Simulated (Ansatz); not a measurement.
Consider the following.

Ga₂O₃:
```
CELL_PARAMETERS angstrom
      1.48111     0.85512     6.87460
     -1.48111     0.85512     6.87460
      0.00000    -1.71023     6.87460
ATOMIC_POSITIONS crystal
  Ga 0.40028 0.40028 0.40028
  Ga 0.59972 0.59972 0.59972
  O  0.00000 0.00000 0.00000
  O  0.23138 0.23138 0.23138
  O  0.76862 0.76862 0.76862
```

This is the LDA-relaxed structure. Tensor components refer to the Cartesian frame of this cell.

**Question.** All from DFT-LDA in the program Ansatz with PAW potentials, unless another level is named. Give the formation energy from the elements (no fitted shifts).

**Answer.** -177 kJ/mol of atoms.

**Question.** And the hole effective mass?

**Answer.** 0.31 along z (mₑ).

**Question.** Next, the band gap?

**Answer.** 2.65 eV (direct).

**Question.** What about the electron effective mass?

**Answer.** 0.27, 0.27, 0.34 mₑ (principal values).

**Question.** And the valence-band maximum?

**Answer.** at Γ.

Space group R-3m. The cell is a constructed one: a structure type filled with these elements; neither database checked (COD, Materials Project) lists it. It is not the phase usual at ambient conditions (space group No. 12, 167). Symmetry was held in the LDA relaxation. At this level the phase is dynamically unstable (imaginary phonons). A crystal of weakly bound layers computed without a dispersion correction: the cell and the soft elastic constants depend strongly on that. The references are the lowest solids computed at this level, not always the standard phases (solids in place of the gases). Spin–orbit coupling is left out wherever it is not named.

Potentials: the earlier of the program's two PAW sets. The files were generated under PBE; for other functionals the program regenerates the frozen cores, and for LDA and PBEsol the local potential too.
